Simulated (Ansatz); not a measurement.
BaIn2Te4 in space group Cccm (No. 66; Ba on 4b, In on 8l, Te on 8k, Te on 8l), plane-wave PAW LDA (Ansatz code). The conduction-band minimum lies at Y, with 1 equivalent valley. Second derivatives d²E/dk² of the lowest band at one valley (eV·Å²), along Cartesian directions:

```
direction  d²E/dk²
---------  -------
[100]        33.12
[010]        32.49
[001]        33.92
[110]        32.78
[101]        33.50
[011]        33.20
```

**Question.** Find the principal effective masses, the density-of-states mass and the conductivity mass.

**Answer.** Off-diagonal terms follow from H_xy = H[110] − (H_xx + H_yy)/2, and m*/mₑ = 7.620 eV·Å² over each eigenvalue: 0.22, 0.23, 0.23. One valley's DOS mass (m₁m₂m₃)^(1/3) = 0.23, conductivity mass 3/(Σ 1/mᵢ) = 0.23 mₑ.

**Question.** What effective density of states Nc follows at 300 K for parabolic valleys?

**Answer.** Nc = 2.509e19 × 1 × (0.23)^(3/2) ≈ 2.8e18 cm⁻³.

The workflow started from a Materials Project entry (that database holds measured and hypothetical structures alike); the Crystallography Open Database files this formula in space group No. 66, but the cells were not matched. Whether it is the stable phase at ambient conditions was not checked. The cell was relaxed with LDA under the symmetry of its start; its stability against distortions is not shown here. Spin–orbit coupling is left out wherever it is not named.

Potentials: the later of the program's two PAW sets.

Edges and masses are those of Kohn–Sham bands, whose gap is no quasiparticle gap.
